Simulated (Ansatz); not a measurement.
An Ansatz (an electronic-structure program) run. Input:

Ansatz 0.2 input:
```yaml
crystal:
  lattice:
    - [0.0, 3.3092180501, 3.3092180501]
    - [3.3092180501, 0.0, 3.3092180501]
    - [3.3092180501, 3.3092180501, 0.0]
  atoms:
    - { symbol: Mg, position: [0.75, 0.75, 0.75] }
    - { symbol: Mg, position: [0.25, 0.25, 0.25] }
    - { symbol: H, position: [0.744356999, 0.744356999, 0.255643001] }
    - { symbol: H, position: [0.255643001, 0.255643001, 0.744356999] }
    - { symbol: H, position: [0.255643001, 0.744356999, 0.744356999] }
    - { symbol: H, position: [0.744356999, 0.255643001, 0.255643001] }
    - { symbol: H, position: [0.744356999, 0.255643001, 0.744356999] }
    - { symbol: H, position: [0.255643001, 0.744356999, 0.255643001] }
    - { symbol: Os, position: [0.0, 0.0, 0.0] }
kpoints:
  mp_grid: { grid: [6, 6, 6] }
basis: { xc_grid: 2 }
hamiltonian:
  xc: pbesol
  pseudopotentials: { kind: paw }
scf:
  occupations: { method: fixed }
output:
  optics: { e_range: [0.0, 15.0], de: 0.05, sigma: 0.1, bands: { spectra_wanted_up_to: 12 eV } }
```

Output (shortened):

```
output.optics: the spectra are integrated over the Brillouin zone by k·p interpolation around the k-points, where levels, occupations, output.optics.sigma and …
Pseudopotential: Mg, paw, valence charge 10
Pseudopotential: H, paw, valence charge 1
Pseudopotential: Os, paw, valence charge 16
Functional definition: PBEsol
Crystal: 9 atoms, lattice volume = 72.478 Å³
Basis set: ecut = 420 eV, 1411 PW (Γ), exchange–correlation on 64×64×64 points (8 copies of the dense FFT grid, shifted against one another)
Bands: 30, of which v1, the nominal top of the filled ones, is band 21 counted from 1 (20 counted from 0)
Symmetry: 48 space group operations
Space group: Fm-3m (ITA 225), of the structure as read, at distance tolerance 4.2e-5 Å
k-points: 16 of 216
SCF iter   1: F=—  HF=-15172.371345 eV  |F-HF|=—  |Δ(HF+E_count)|=         —  Δρ=1.05e-2  dr2=9.56e-2  ethr=1.77e-3  ⟨swp⟩=4.7  Hψ=1677  notcnv=0  defer=99
preconditioner: auto → none
SCF iter   2: F=—  HF=-15172.375578 eV  |F-HF|=—  |Δ(HF+E_count)|=   4.23e-3  Δρ=9.00e-3  dr2=1.19e-1  ethr=2.28e-4  ⟨swp⟩=2.1  Hψ=782  notcnv=0  defer=106
SCF iter   3: F=—  HF=-15172.351763 eV  |F-HF|=—  |Δ(HF+E_count)|=   2.38e-2  Δρ=2.79e-3  dr2=2.99e-3  ethr=2.28e-4  ⟨swp⟩=2.0  Hψ=592  notcnv=0  defer=109
SCF iter   4: F=—  HF=-15172.351154 eV  |F-HF|=—  |Δ(HF+E_count)|=   6.09e-4  Δρ=3.22e-4  dr2=4.67e-5  ethr=7.13e-6  ⟨swp⟩=2.1  Hψ=615  notcnv=0  defer=109
SCF iter   5: F=—  HF=-15172.351167 eV  |F-HF|=—  |Δ(HF+E_count)|=   1.28e-5  Δρ=5.14e-5  dr2=1.94e-6  ethr=1.11e-7  ⟨swp⟩=2.0  Hψ=570  notcnv=0  defer=46
SCF iter   6: F=—  HF=-15172.351161 eV  |F-HF|=—  |Δ(HF+E_count)|=   5.93e-6  Δρ=1.03e-5  dr2=3.55e-8  ethr=4.61e-9  ⟨swp⟩=2.5  Hψ=698  notcnv=0  defer=42
SCF iter   7: F=—  HF=-15172.351161 eV  |F-HF|=—  |Δ(HF+E_count)|=   1.68e-8  Δρ=1.08e-6  dr2=4.25e-10  ethr=8.46e-11  ⟨swp⟩=2.0  Hψ=572  notcnv=0  defer=42
SCF iter   8: F=-15172.351161 eV  HF=-15172.351161 eV  |F-HF|=1.82e-12  |Δ(HF+E_count)|=  4.38e-10  Δρ=1.56e-7  dr2=6.64e-12  ethr=1.00e-12  ⟨swp⟩=7.4  Hψ=2377  notcnv=0
SCF 1 converged in 8 iterations: F = -15172.351161 eV  dr2 = 6.64e-12
NSCF: frozen V_eff on 16 k-points
Optics k sum: 0 of 16 k-points
Optics k sum: 1 of 16 k-points
Optics k sum: 2 of 16 k-points
Optics k sum: 3 of 16 k-points
Optics k sum: 4 of 16 k-points
Optics k sum: 5 of 16 k-points
Optics k sum: 6 of 16 k-points
Optics k sum: 7 of 16 k-points
Optics k sum: 8 of 16 k-points
Optics k sum: 9 of 16 k-points
Optics k sum: 10 of 16 k-points
Optics k sum: 11 of 16 k-points
Optics k sum: 12 of 16 k-points
Optics k sum: 13 of 16 k-points
Optics k sum: 14 of 16 k-points
Optics k sum: 15 of 16 k-points
Optics k sum: 16 of 16 k-points
Optics k sum: 0 of 16 k-points
Optics k sum: 1 of 16 k-points
Optics k sum: 2 of 16 k-points
Optics k sum: 3 of 16 k-points
Optics k sum: 4 of 16 k-points
Optics k sum: 5 of 16 k-points
Optics k sum: 6 of 16 k-points
Optics k sum: 7 of 16 k-points
Optics k sum: 8 of 16 k-points
Optics k sum: 9 of 16 k-points
Optics k sum: 10 of 16 k-points
Optics k sum: 11 of 16 k-points
Optics k sum: 12 of 16 k-points
Optics k sum: 13 of 16 k-points
Optics k sum: 14 of 16 k-points
Optics k sum: 15 of 16 k-points
Optics k sum: 16 of 16 k-points
NSCF: frozen V_eff on 1 k-points
NSCF: frozen V_eff on 1 k-points
output.optics: what the bands over the 43 summed would add to eps1, eps2 and the energy-loss function is held between a lower and an upper bound (7 Lanczos …
SCF converged after 8 iterations
Free energy (F): -15172.351161 eV
Harris-Foulkes:  -15172.351161 eV  (|F-HF|=1.82e-12)
Internal energy: -15172.351161 eV  (E = F + TS)
E sigma→0 (E₀):  -15172.351161 eV
Fermi energy:    7.254079 eV
--- Per-component energies (eV) ---
  E_band       = -957.934664
  E_kinetic    = 798.755083
  E_local      = -4823.529051  (includes V_loc(G=0)·N_el)
  E_nonlocal   = 201.350262
  E_hartree    = 1783.968660
  E_xc         = -378.733202
  E_vxc        = -431.420515  (∫ρ·V_xc dr)
  E_paw        = -9446.226938  (= ΣΔE_a)
  E_vpaw       = -271.021205  (= ΣTr[D̂ρ^β])
  E_aug_tail   = -0.006635  (compensation charges beyond the density's cutoff)
  E_ewald      = -3308.294997
  E_core_change = 0.365658  (= ΣΔE_core)
  E_smearing   =  0.000000  (= −TS)
  E_closure    =  0.000000  (closes the sum)
  Σ components = -15172.351161   (vs F -15172.351161, Δ=0.00e0)
  [band-id]    e_kinetic+e_local+e_nonlocal+2·e_hartree+e_vxc+e_vpaw+e_augmentation_tail = -957.934741   (vs E_band -957.934664, Δ=-7.63e-5)
--- Band table (eV; the first three rows and the last of 16) ---
  k-point 0: bands = ["-76.4777", "-66.5857", "-66.5839", "-36.0077", "-36.0077", "-36.0077", "-33.5329", "-33.5329", "-33.5329", "-33.5222", "-33.5222", "-33.5222", "-1.5848", "3.3281", "3.3281", "5.8971", "5.8971", "5.8971", "6.1273", "6.1273", "6.1273", …
  k-point 1: bands = ["-76.4777", "-66.5855", "-66.5841", "-36.0080", "-36.0079", "-36.0079", "-33.5322", "-33.5322", "-33.5319", "-33.5235", "-33.5229", "-33.5229", "-1.2976", "3.1866", "3.1866", "4.6575", "5.8351", "5.8351", "6.4616", "6.5378", "6.5378", …
  k-point 2: bands = ["-76.4777", "-66.5852", "-66.5844", "-36.0086", "-36.0082", "-36.0082", "-33.5302", "-33.5302", "-33.5297", "-33.5260", "-33.5247", "-33.5247", "-0.4750", "2.8542", "2.9375", "2.9375", "6.1136", "6.1136", "6.4875", "6.8774", "6.8774", …
  k-point 15: bands = ["-76.4777", "-66.5849", "-66.5847", "-36.0092", "-36.0089", "-36.0083", "-33.5351", "-33.5323", "-33.5295", "-33.5248", "-33.5222", "-33.5217", "0.9342", "1.8949", "3.1059", "3.3836", "3.8033", "5.2801", "6.2512", "7.0349", "7.2541", …
```

Cost: around 26 core-seconds (rough) on shared cores.

The workflow started from a Materials Project entry (that database holds measured and hypothetical structures alike); the Crystallography Open Database copy checked does not list it. Its standing as an ambient phase is unchecked. The PBEsol relaxation kept the symmetry of its start; its stability against distortions is not shown here. The run is not spin-polarised. Scalar-relativistic: spin–orbit coupling is off unless named, which matters more the heavier the elements.

Potentials: the later of the program's two PAW sets.

Ansatz is a plane-wave DFT program.
